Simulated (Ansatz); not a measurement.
I (solid)

Level of theory: DFT, r²SCAN, scalar-relativistic, no spin polarisation; plane waves to 500 eV with PAW datasets (Ansatz 0.2.0), 8×8×4 k-mesh, Gaussian smearing of 0.05 eV. The datasets are Ansatz's generated set soft_2.

```cif
data_structure
_symmetry_space_group_name_H-M 'P 1'
_symmetry_Int_Tables_number 1
_cell_length_a 4.5131
_cell_length_b 4.5131
_cell_length_c 9.8903
_cell_angle_alpha 90.000
_cell_angle_beta 90.000
_cell_angle_gamma 61.825
_cell_volume 177.58
loop_
_atom_site_label
_atom_site_type_symbol
_atom_site_fract_x
_atom_site_fract_y
_atom_site_fract_z
_atom_site_occupancy
I1 I 0.84576 0.15424 0.11985 1
I2 I 0.15424 0.84576 0.88015 1
I3 I 0.34576 0.65424 0.38015 1
I4 I 0.65424 0.34576 0.61985 1
```

The database's entry of this formula in the relaxed cell's space group, Cmce, has axes of 4.790 × 7.270 × 9.793 Å and 42.63 Å³/atom (1963), the relaxed one 4.637 × 7.744 × 9.890 Å and 44.40.

At this volume the pressure is -0.05 GPa.

| Item | Value |
| --- | --- |
| Space group | Cmce (No. 64) |
| Volume | 44.40 Å³/atom |

Task: Fill in the band gap (r²SCAN).

Result: 1.22 eV.

Within 0.6 eV of the edges the projected states are 99 % I 5p at the top of the valence band and 97 % I 5p at the bottom of the conduction band. 

Semilocal functionals underestimate band gaps, commonly by a third or more. These numbers lack spin–orbit coupling. The structure is built of weakly bound molecules, and this functional has no dispersion term, so their spacing and all that hangs on it (volume, the soft elastic constants, low modes, dielectric constants) are poorly given.
